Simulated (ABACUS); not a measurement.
A self-consistent single point of AlGaN2 (P-4m2, 4 atoms in the cell; from Materials Project mp-1008556, changed as shown) with ABACUS.

All values come from this method and carry its errors: LDA (PW92), PseudoDojo 0.4 standard norm-conserving LDA (tails mended) pseudopotentials (plane waves; ABACUS).

The change in words: volume scaled by 1.02. Reference geometry (P-4m2):
```xyz
4
Lattice="3.1365 0.0000 0.0000 0.0000 3.1365 0.0000 0.0000 0.0000 4.4176" Properties=species:S:1:pos:R:3 pbc="T T T"
Al     1.5682     1.5682     2.2088
Ga     0.0000     0.0000     0.0000
N      1.5682     0.0000     3.2614
N      0.0000     1.5682     1.1563
```

Reference input (self-consistent single point, DFT, LDA (PW92), plane waves, PseudoDojo 0.4 standard norm-conserving LDA (tails mended) pseudopotentials): KPT = Gamma 10 10 6 0 0 0; basis_type = pw; dft_functional = PWLDA; ecutwfc = 84 Ry; smearing_method = fixed; potentials = PseudoDojo 0.4 standard norm-conserving LDA (tails mended); symmetry = 1; symmetry_prec = 1e-05; ks_solver = dav; scf_nmax = 100; scf_thr = 1.0e-09 Ry; mixing_type = pulay. This run's input differs from it in these lines:

```diff
@@ -27,5 +27,5 @@
 LATTICE_VECTORS
-   3.1364830000    0.0000000000    0.0000000000
-   0.0000000000    3.1364830000    0.0000000000
-   0.0000000000    0.0000000000    4.4176470000
+   3.1572560000    0.0000000000    0.0000000000
+   0.0000000000    3.1572560000    0.0000000000
+   0.0000000000    0.0000000000    4.4469050000
 
@@ -37,3 +37,3 @@
 1
-   1.5682415000    1.5682415000    2.2088235000 1 1 1
+   1.5786280000    1.5786280000    2.2234525000 1 1 1
 
@@ -47,4 +47,4 @@
 2
-   1.5682415000    0.0000000000    3.2613720742 1 1 1
-   0.0000000000    1.5682415000    1.1562749258 1 1 1
+   1.5786280000    0.0000000000    3.2829720853 1 1 1
+   0.0000000000    1.5786280000    1.1639329147 1 1 1
 # file: KPT
```

The program printed (abridged):

```
 SELF-CONSISTENT
 -------------------------------------------
                                 init_chg = atomic

 PW ALGORITHM --------------- ION=   1  ELEC=   1--------------------------------

 Density error is 1.11340741854
                          Error Threshold = 0.01
 E_KohnSham     -198.7323297033      -2703.8920607797
 E_Fermi        0.4203013665         5.7184934622

 PW ALGORITHM --------------- ION=   1  ELEC=   2--------------------------------

 Density error is 1.06241513834
                          Error Threshold = 0.00428233622515
 E_KohnSham     -199.0219266872      -2707.8322298838
   [... lines left out ...]

 Density error is 1.59987714279e-08
                          Error Threshold = 1.55243999413e-09
 E_KohnSham     -199.2289562651      -2710.6490117980
 E_Fermi        0.6139740932         8.3535460920

 PW ALGORITHM --------------- ION=   1  ELEC=   8--------------------------------

 Density error is 4.75486373828e-10
                          Error Threshold = 6.15337362613e-11
 E_KohnSham     -199.2289562687      -2710.6490118466
 E_KS(sigma->0) -199.2289562687      -2710.6490118466
 E_entropy(-TS) 0.0000000000         0.0000000000
 E_Fermi        0.6139699613         8.3534898751
 charge density convergence is achieved
 final etot is -2710.6490118 eV
 EFERMI = 8.3534898751 eV

 STATE ENERGY(eV) AND OCCUPATIONS    NSPIN == 1
   [... 20 lines left out ...]

 TOTAL-FORCE (eV/Angstrom)
                       Al1         0.0000000000         0.0000000000         0.0000000000
                       Ga1         0.0000000000         0.0000000000         0.0000000000
                        N1         0.0000000000         0.0000000000         0.1582784542
                        N2         0.0000000000         0.0000000000        -0.1582784542

 TOTAL-STRESS (KBAR)
       -84.0234019783         0.0000000000         0.0000000000
         0.0000000000       -84.0234019783        -0.0000000000
        -0.0000000000         0.0000000000       -84.9774488332
 TOTAL-PRESSURE: -84.341418 KBAR

 --------------------------------------------
 !FINAL_ETOT_IS -2710.6490118465922023 eV
 --------------------------------------------
```

The run converged in 8 iterations. Against the reference run the free energy rises by 9.1 meV/atom, the pressure goes from -4.90 to -8.43 GPa, the largest force hardly changes (0.160 to 0.158 eV/Å) and the gap on the mesh goes from 2.915 to 2.767 eV.

The structure comes from a collection of computed structures, made at another level of theory; the collection holds predicted forms beside known ones. Its lattice was then scaled.

Cost on one core: very roughly 2.8 core-minutes.

“Tails mended”: in these copies of the files the far tail of each local potential was reset to the Coulomb form.
